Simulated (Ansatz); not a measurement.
Before relaxation, clean slab, lower half held (WC, P-6m2 (No. 187), (1 0 0) face):

```xyz
24
Lattice="5.6653 0.0000 0.0000 0.0000 5.8038 0.0000 0.0000 0.0000 22.8640" Properties=species:S:1:pos:R:3 pbc="T T T"
C     1.4163    0.0000    8.5000
C     1.4163    2.9019    8.5000
C     4.2490    0.0000    8.5000
C     4.2490    2.9019    8.5000
W     0.0000    4.3529    9.3377
W     0.0000    1.4510    9.3377
W     2.8327    4.3529    9.3377
W     2.8327    1.4510    9.3377
C     1.4163    4.3529   11.0131
C     1.4163    1.4510   11.0131
C     4.2490    4.3529   11.0131
C     4.2490    1.4510   11.0131
W     0.0000    2.9019   11.8508
W     0.0000    0.0000   11.8508
W     2.8327    2.9019   11.8508
W     2.8327    0.0000   11.8508
C     1.4163    2.9019   13.5262
C     1.4163    0.0000   13.5262
C     4.2490    2.9019   13.5262
C     4.2490    0.0000   13.5262
W     0.0000    1.4510   14.3640
W     0.0000    4.3529   14.3640
W     2.8327    1.4510   14.3640
W     2.8327    4.3529   14.3640
```

Level of theory: DFT PBE+D3(BJ), scalar-relativistic, plane waves, PAW in Ansatz. Settings: cutoff 420 eV, Γ-centred mesh 5×5×1 on the computed 24-atom cell, Gaussian smearing of 0.10 eV; no spin polarisation. The cell repeats along c with a dipole correction in the vacuum.

Atoms 1, 2, 3, 4, 5, 6, 7, 8, 9, 10, 11, 12 (counted from 1) are held. The cell is fixed. Force threshold 0.03 eV/Å.

(1) Where does it end?

Spin–orbit coupling is left out, which can shift energies with elements as heavy as these.

Results:

(1) The energy falls by 0.061 eV in 5 steps, to:

```xyz
24
Lattice="5.6653 0.0000 0.0000 0.0000 5.8038 0.0000 0.0000 0.0000 22.8640" Properties=species:S:1:pos:R:3 pbc="T T T"
C     1.4163    0.0000    8.5000
C     1.4163    2.9019    8.5000
C     4.2490    0.0000    8.5000
C     4.2490    2.9019    8.5000
W     0.0000    4.3529    9.3377
W     0.0000    1.4510    9.3377
W     2.8327    4.3529    9.3377
W     2.8327    1.4510    9.3377
C     1.4163    4.3529   11.0131
C     1.4163    1.4510   11.0131
C     4.2490    4.3529   11.0131
C     4.2490    1.4510   11.0131
W     0.0000    2.9019   11.8592
W     0.0000    0.0000   11.8592
W     2.8327    2.9019   11.8592
W     2.8327    0.0000   11.8592
C     1.4163    2.9019   13.5495
C     1.4163    0.0000   13.5495
C     4.2490    2.9019   13.5495
C     4.2490    0.0000   13.5495
W     0.0000    1.4510   14.3366
W     0.0000    4.3529   14.3366
W     2.8327    1.4510   14.3366
W     2.8327    4.3529   14.3366
```